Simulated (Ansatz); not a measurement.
HfGe₂ (MoSi2 or CaC2 type, I4/mmm) at seven volumes, PBE (plane waves, PAW; program Ansatz), shape and atoms relaxed at each. One row is withheld.

```json
[
 {"V (Å³/atom)": "16.549", "P (GPa)": "12.31"},
 {"V (Å³/atom)": "17.095", "P (GPa)": "7.46"},
 {"V (Å³/atom)": "17.641", "P (GPa)": "?"},
 {"V (Å³/atom)": "18.186", "P (GPa)": "0.00"},
 {"V (Å³/atom)": "18.732", "P (GPa)": "-2.68"},
 {"V (Å³/atom)": "19.277", "P (GPa)": "-4.82"},
 {"V (Å³/atom)": "19.823", "P (GPa)": "-6.64"}
]
```

**Question.** Fit the shown pressures and predict the withheld one.

**Answer.** P = (3/2)B₀(x^(7/2) − x^(5/2))[1 + (3/4)(B′ − 4)(x − 1)] with x = (V₀/V)^(2/3). Least squares on the six rows gives V₀ = 18.194 Å³/atom, B₀ = 99.2 GPa, B′ = 5.77. At V = 17.641, x = 1.0208 and P = 3.35 GPa. The run itself gave 3.35 GPa.

The cell is a constructed one: a structure type filled with these elements; neither database checked (COD, Materials Project) lists it. COD files the formula under space group No. 63, so this cell is another polymorph or a model. Whether it is the stable phase at ambient conditions was not checked. The cell was relaxed with PBE under the symmetry of its start; whether a distortion lowers the energy is not shown. No spin polarisation was allowed. Scalar-relativistic: spin–orbit coupling is off unless named, which matters more the heavier the elements.

Potentials: the later of the program's two PAW sets.
